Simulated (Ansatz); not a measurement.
Ge2W in space group Cmcm (No. 63; Ge on 4c, Ge on 4c, W on 4c), the program Ansatz at the PBE level (PAW), all energies at zero smearing, with the estimated change up to a 700 eV cutoff added, with one set of potentials and settings (totals compare only within such a set). Cell of 6 atoms (4 Ge, 2 W): -37947.098 eV.

| element | reference phase | E (eV/atom) |
|---|---|---|
| Ge | Fd-3m, 2 atoms in the cell | -4294.9847 |
| W | Im-3m, 1 atoms in the cell | -10384.8193 |

Formation energy per atom, worked out: (-37947.098 − 4×(-4294.9847) − 2×(-10384.8193))/6 = 0.413 eV/atom (40 kJ per mol of atoms), at 0 K, without zero-point energy or fitted corrections.

A made-up cell: these elements were put on the sites of a structure type; neither database checked (COD, Materials Project) lists it. COD files the formula under space group No. 139, so this cell is another polymorph or a model. Whether it is the stable phase at ambient conditions was not checked. The PBE relaxation kept the symmetry of its start; its stability against distortions is not shown here. The run is not spin-polarised. The references are the lowest solids computed at this level, not always the standard phases. Scalar-relativistic: spin–orbit coupling is off unless named, which matters more the heavier the elements.

Potentials: the later of the program's two PAW sets.
